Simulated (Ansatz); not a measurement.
**Ti, one structure, two calculations**

Cell: an entry of the Crystallography Open Database (COD), whose atoms a relaxation with PBE at fixed cell left in place.

```
Ti
1.0
     2.95000    0.00000    0.00000
    -1.47500    2.55477    0.00000
     0.00000    0.00000    4.68600
Ti
2
Direct
  0.33333 0.66667 0.25000
  0.66667 0.33333 0.75000
```

Atoms are numbered from 1 in the order listed; like atoms form one site, named after its first atom.

First run. Computed with Ansatz: DFT, PBE, plane waves and PAW, scalar-relativistic, 420 eV cutoff, Γ-centred 18×18×10 k-points, Fermi–Dirac smearing 0.05 eV.

| site | atom | V_zz (10²¹ V/m²) | η |
| --- | --- | --- | --- |
| Ti | 1 | 1.86 | 0.00 |

Second run. The same atoms and settings, except that the functional is LDA.

(1) What does the second run give?

## Answers

(1) 

```
site  atom  V_zz     η  change of V_zz
  Ti     1  1.88  0.00           +0.02
```

No V_zz moves by more than 0.02.

The run finds no gap above 0.1 eV (a metal, or nearly one), so the gradients can move by 10 % or more with the k-mesh.
For the second run: At this cell the LDA pressure is -10 GPa, so with LDA the cell would shrink if it were relaxed.
